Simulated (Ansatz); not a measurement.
**Kick test of a cell of Ga₄Sb₃As**

The structure comes from a generated guess, relaxed at this level; another structure or a mixture of phases may lie lower.

Theory: Ansatz, DFT PBE, scalar-relativistic, plane waves, PAW. Plane waves to 420 eV, a k mesh through Γ of 10×10×10 on the computed 8-atom cell and Gaussian smearing (0.10 eV); no spin polarisation.

The cell below (8 atoms, space group I-42m (No. 121)) is relaxed within its symmetry.

```xyz
8
Lattice="-3.0498 3.0498 6.0894 3.0498 -3.0498 6.0894 3.0498 3.0498 -6.0894" Properties=species:S:1:pos:R:3 pbc="T T T"
Ga    1.6012    1.6012    4.6196
Ga    1.4485    1.4485   -1.4697
Ga   -1.6012    1.6012    7.5591
Ga    1.6012   -1.6012    7.5591
Sb    0.0000    0.0000    6.0894
Sb    0.0000    3.0498    3.0447
Sb    3.0498    0.0000    3.0447
As    0.0000    0.0000    0.0000
```

For the test it was strained at random (σ = 1.5 % a component), the atoms were moved at random (σ = 0.05 Å), and all was relaxed again on a coarse 4×4×4 mesh (in the run’s order of axes) with 0.20 eV smearing, with no symmetry imposed.

These runs have no spin–orbit coupling, which can matter for Sb.

Problem. What happens?

Solution. It returns, within 1 meV/atom of the unmoved cell on that mesh and with the same symmetry when read at 0.1 Å (Fmm2 at 0.01 Å, so small strains and shifts remain). No instability shows in this cell; modes of other wave vectors, which need another repeat, aren't tested.
